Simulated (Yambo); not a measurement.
Yambo run on Mg3ZnO4 (space group Cmmm, No. 65). The wavefunctions are LDA (Quantum ESPRESSO, PseudoDojo norm-conserving, 84 Ry, without SOC) ones on a 2×2×4 mesh (37 occupied bands); a = 5.237 Å, b = 5.237 Å, c = 3.028 Å, α = 90.00°, β = 90.00°, γ = 109.49°.

Yambo input:

```
rim_cut
gw0
dyson
el_el_corr
HF_and_locXC
ppa
em1d
RandQpts= 1000000
RandGvec= 1 Ry
EXXRLvcs= 84 Ry
VXCRLvcs= 336 Ry
Chimod= "HARTREE"
% BndsRnXp
 8 | 167 |
%
NGsBlkXp= 8 Ry
% LongDrXp
 1.0 | 1.0 | 1.0 |
%
PPAPntXp= 55 eV
% GbndRnge
 1 | 167 |
%
GTermKind= "BG"
DysSolver= "n"
ExtendOut
% QPkrange
 1 | 1 | 37 | 38 |
 4 | 4 | 37 | 37 |
%
```

k points by index: 1 = Γ, 4 = (0, -0.5, 0).

Resulting energies as the program prints them:

```
#    K-point    Band    Eo [eV]    E [eV]    E-Eo [eV]    Vxc [eV]    Vnlxc [eV]    Sc|Eo [eV]    Sc|E [eV]    dSc/dw|Eo [eV]    Re(Z)    Im(Z)
#
    1    37    -0.042785    -1.266533    -1.223749    -22.25890    -28.00786    4.244253    4.525216    -6.247058    0.813288    -0.955888E-3
    1    38    3.126874    4.228483    1.101609    -14.77327    -10.02041    -3.460049    -3.651249    -4.722680    0.852111    -0.727649E-3
    4    37    0.000000    -1.172710    -1.172710    -21.83799    -27.49711    4.215278    4.486412    -6.290871    0.812224    -0.987273E-3
```
(The two width columns are left out.) Convergence of these settings isn't established.

Geometry of the Materials Project entry, not relaxed at this level.

The structure is a Materials Project entry; no match was found in the copy of COD used, and its stability was not checked.
